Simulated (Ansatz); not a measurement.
Computed with DFT PBE, scalar-relativistic, plane waves, PAW in Ansatz. Cutoff 420 eV, Γ-centred meshes of about 0.25 Å⁻¹ or finer for metals and 0.3 Å⁻¹ for insulators (2π included), Gaussian smearing. No spin polarisation.

Temperature and zero-point effects are left out.

Two forms of SnBi2O5 were relaxed alike.

A.

```cif
data_structure
_symmetry_space_group_name_H-M 'Cmcm'
_symmetry_Int_Tables_number 63
_cell_length_a 4.1698
_cell_length_b 12.4026
_cell_length_c 10.7378
_cell_angle_alpha 90.000
_cell_angle_beta 90.000
_cell_angle_gamma 90.000
_cell_volume 555.33
loop_
_atom_site_label
_atom_site_type_symbol
_atom_site_symmetry_multiplicity
_atom_site_Wyckoff_symbol
_atom_site_fract_x
_atom_site_fract_y
_atom_site_fract_z
_atom_site_occupancy
Sn1 Sn 4 c 0.50000 0.32975 0.75000 1
Bi1 Bi 8 f 0.00000 0.13890 0.92949 1
O1 O 8 f 0.50000 0.22175 0.91360 1
O2 O 8 f 0.50000 0.44169 0.88825 1
O3 O 4 c 0.00000 0.28542 0.75000 1
```

B.

```cif
data_structure
_symmetry_space_group_name_H-M 'I-4m2'
_symmetry_Int_Tables_number 119
_cell_length_a 3.7870
_cell_length_b 3.7870
_cell_length_c 17.1062
_cell_angle_alpha 90.000
_cell_angle_beta 90.000
_cell_angle_gamma 90.000
_cell_volume 245.33
loop_
_atom_site_label
_atom_site_type_symbol
_atom_site_symmetry_multiplicity
_atom_site_Wyckoff_symbol
_atom_site_fract_x
_atom_site_fract_y
_atom_site_fract_z
_atom_site_occupancy
Sn1 Sn 2 a 0.00000 0.00000 0.00000 1
Bi1 Bi 4 e 0.00000 0.00000 0.34343 1
O1 O 2 d 0.50000 0.00000 0.25000 1
O2 O 4 f 0.00000 0.50000 0.41078 1
O3 O 4 f 0.50000 0.00000 0.43792 1
```

Task: Which would you expect to be lower, and how large is the difference?

Result: A is lower, by 124 meV/atom. A has space group Cmcm (No. 63), 17.4 Å³/atom and a gap of 1.88 eV on its mesh; B has space group I-4m2 (No. 119), 15.3 Å³/atom and a gap of 0.80 eV. Counting O atoms around Bi and Sn (those within 1.25 times the shortest such distance or 1.15 times the sum of covalent radii, 1.27 where that leaves under three; a plus sign parts nearer from farther groups), A has Sn 6, Bi 6 and B has Sn 4+4, Bi 2+4. The lower one is the more open, so pressure narrows the difference. In A, Sn has 2 O at 2.03 Å and 4 O at 2.16–2.21 Å; Bi is surrounded by 1 O at 2.20 Å, 4 O at 2.33–2.49 Å and 1 O at 2.65 Å; O on a site of symmetry m has 1 Sn at 2.21 Å, 3 Bi at 2.33–2.41 Å and 5 O at 2.74–2.88 Å; 2 more sites not described. In B, Sn is surrounded by 4 O at 2.17 Å and 4 O at 2.43 Å; around Bi lie 2 O at 2.22 Å and 4 O at 2.48–2.49 Å; O on a site of symmetry -4m2 is surrounded by 4 Bi at 2.48 Å; 2 more sites not described. Both come from trial cells of a structure search, whose lowest cell (Pmmn, 15.2 Å³/atom) lies 52 meV/atom below the lower of the two.

These runs have no spin–orbit coupling, which can matter for Bi. Kohn–Sham gaps at this level usually fall short of measured ones. The missing spin–orbit coupling can work the other way here. With atoms moved at random, A (by 52 meV/atom) fell into a lower structure. B had no clear such test and can be a saddle point. Some structure types and database cells were kept out of the candidates from the start, so a known form may be missing.
